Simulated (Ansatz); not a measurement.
One crystal and one scan (scan of one atom of the cell) at two levels, PBE (plane waves to 420 eV, PAW, scalar-relativistic; Ansatz, an electronic-structure program) and r2SCAN (plane waves to 500 eV, PAW, scalar-relativistic; Ansatz), each from its own relaxed cell and on its own mesh. The cell shown is that of PBE.

Relaxed CuI (zinc blende):

```
CuI
1.0
    0.00000     3.03967     3.03967
    3.03967     0.00000     3.03967
    3.03967     3.03967     0.00000
I Cu
1 1
Cartesian
  4.55950   4.55950   4.55950
  0.00000   0.00000   0.00000
```

In this cell atom 1 (I, nearest neighbour Cu at 2.632 Å; its periodic images, 4.3 Å or more away, move with it) is moved by s along Cartesian x, unit vector (1.000, 0.000, 0.000); all other atoms and the cell stay fixed.

The energy includes the smearing's −TS. CuI is run without spin polarisation. CuI was relaxed with its symmetry unable to fall. Spin-orbit coupling is left out, though I is heavy. Percentages come from the unrounded values.

Results of PBE:

```
Property                                                                                                                           Value
------------------------------------------------------------------------  --------------------------------------------------------------
Lattice constant a (Å)                                                                                                             6.079
Force constant k = d²E/ds² at s = 0 (finite differences) (eV/Å²)                                                                    2.33
Zone-centre optical wavenumber from k (transverse: no LO-TO term) (cm⁻¹)                                                             122
Shape of the curve                                                        a single well with its minimum at or next to zero displacement
```

Question: Estimate the r2SCAN values.

Answer: 
```json
[
 {"quantity": "Lattice constant a (Å)", "r2SCAN": "6.023", "PBE − r2SCAN": "+0.056 (+0.9 %)"},
 {"quantity": "Force constant k = d²E/ds² at s = 0 (finite differences) (eV/Å²)", "r2SCAN": "2.63", "PBE − r2SCAN": "-0.30 (-11 %)"},
 {"quantity": "Zone-centre optical wavenumber from k (transverse: no LO-TO term) (cm⁻¹)", "r2SCAN": "130", "PBE − r2SCAN": "-8 (-6 %)"}
]
```

PBE gives the higher value for: lattice constant a. PBE gives the lower value for: force constant k = d²E/ds² at s = 0; zone-centre optical wavenumber from k. Both give the same shape of the curve: a single well with its minimum at or next to zero displacement.

(For displaced atoms, the force is minus the slope of the energy, and its curvature is a force constant, which sets phonon frequencies.)
